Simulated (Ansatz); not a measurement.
Migration of K in Si

Computed with Ansatz 0.2.0, DFT PBE, scalar-relativistic, plane waves, PAW. (420 eV cutoff, 2×2×2 k-mesh, Gaussian smearing of 0.02 eV, no spin polarisation)

Host crystal, relaxed:

```
CELL_PARAMETERS angstrom
0.00000 2.73505 2.73505
2.73505 0.00000 2.73505
2.73505 2.73505 0.00000
ATOMIC_POSITIONS crystal
Si 0.75000 0.75000 0.75000
Si 0.50000 0.50000 0.50000
```

In a supercell of 16 host sites with charge +1, interstitial K hops to an equivalent place, moving 2.37 Å between the relaxed ends. Climbing-image nudged elastic band at fixed cell with images 0 (start) to 4 (end), the path measured over all atoms, converged to 0.05 eV/Å; the order of the saddle wasn't checked, and the small cell leaves errors of about a tenth of an eV.

Supercell rows in host cell vectors: 0 -2 2; 0 0 2; -2 0 2. K was set at (0.000, 0.000, 0.000) of the host cell.

At the relaxed start K has 4 Si at 2.50 Å, 6 Si at 2.81 Å.

(1) How high is the barrier, and where does the atom pass?

## Answers

(1) 1.64 eV at image 2, where K has 6 Si at 2.53 Å.

Cost: 1 run of about 1.3 core-minutes, on Intel Xeon 6975P-C (Granite Rapids) (shared hosts).